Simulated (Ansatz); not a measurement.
CoTe$_{2}$ in space group Pnnm (No. 58; Co on 2a, Te on 4g), plane-wave PAW PBEsol (Ansatz code), all energies at zero smearing, with the estimated change up to a 700 eV cutoff added, with one set of potentials and settings (totals compare only within such a set). Cell of 6 atoms (2 Co, 4 Te): -37793.434 eV.

| element | reference phase | E (eV/atom) |
|---|---|---|
| Co | P6_3/mmc, 2 atoms in the cell, spin-polarised | -5092.9959 |
| Te | P3_121, 3 atoms in the cell | -6901.5142 |

Formation energy per atom, worked out: (-37793.434 − 2×(-5092.9959) − 4×(-6901.5142))/6 = -0.231 eV/atom (-22 kJ per mol of atoms), at 0 K, without zero-point energy or fitted corrections.

The workflow started from an entry of the Crystallography Open Database (COD). Whether it is the stable phase at ambient conditions was not checked. Symmetry was held in the PBEsol relaxation; its stability against distortions is not shown here. The workflow began spin-polarised and lost its moments. The references are the lowest solids computed at this level, not always the standard phases. Scalar-relativistic: spin–orbit coupling is off unless named, which matters more the heavier the elements.

Potentials: the later of the program's two PAW sets.
